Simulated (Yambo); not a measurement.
```
MgS
1.0
    0.00000     2.74140     2.74140
    2.74140     0.00000     2.74140
    2.74140     2.74140     0.00000
Mg S
1 1
Direct
  0.00000   0.00000   0.00000
  0.25000   0.25000   0.25000
```

Response from Yambo on norm-conserving PBEsol (Quantum ESPRESSO, 84 Ry, without SOC) bands: 12×12×12 mesh, 33 bands, 4 Ry local-field block, 0.2 eV broadening.

Give the static electronic dielectric constant without and with local fields.


```
field along  ε(0), independent particles  ε(0), RPA with local fields  refractive index √ε
-----------  ---------------------------  ---------------------------  -------------------
x                                   4.63                         3.88                 1.97
```
Electronic (clamped-ion) response only. PBEsol gaps are usually too small, which raises these values. Convergence of the RPA response with its 12×12×12 mesh was not tested.

Geometry strained from the cell relaxed with PBEsol, atoms relaxed again.

This is not the ordinary phase of the substance; no match was found in the copy of COD used, and its stability was not checked.
